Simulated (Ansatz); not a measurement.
A distorted cell of AlRu (CsCl type):

```xyz
2
Lattice="2.9825 0.0000 0.0000 0.0000 2.9825 0.0000 0.0000 0.0000 2.9825" Properties=species:S:1:pos:R:3 pbc="T T T"
Al     0.0000     0.0000     0.0000
Ru     1.4023     1.4023     1.4023
```

Computed with r2SCAN (plane waves to 500 eV, PAW, scalar-relativistic; Ansatz, a program for electronic structure). k mesh 13×13×13 (Γ-centred), Fermi-Dirac smearing 0.05 eV. E stands for the smeared free energy. Compression counts positive. With partly filled bands, energies and forces of such displacements shift with the k mesh and the smearing. AlRu is run without spin polarisation. AlRu was relaxed with its symmetry unable to fall.

Task: Predict the force on every atom, in eV/Å.

Result: 
| atom | Fx | Fy | Fz |
|---|---|---|---|
| Al1 | -0.756 | -0.756 | -0.756 |
| Ru2 | 0.756 | 0.756 | 0.756 |

Task: What is the stress tensor (GPa)?

Result: 
```
    1.8      1.3      1.3
    1.3      1.8      1.3
    1.3      1.3      1.8
```
The pressure, a third of the trace, is 1.8 GPa.

Task: In it atom 2 sits (-0.089, -0.089, -0.089) Å away from its relaxed site. What is its energy relative to the relaxed cell?

Result: 99 meV/cell.

(A displaced cell: forces are minus the slopes of the energy, force constants its curvatures, and phonons follow from these.)
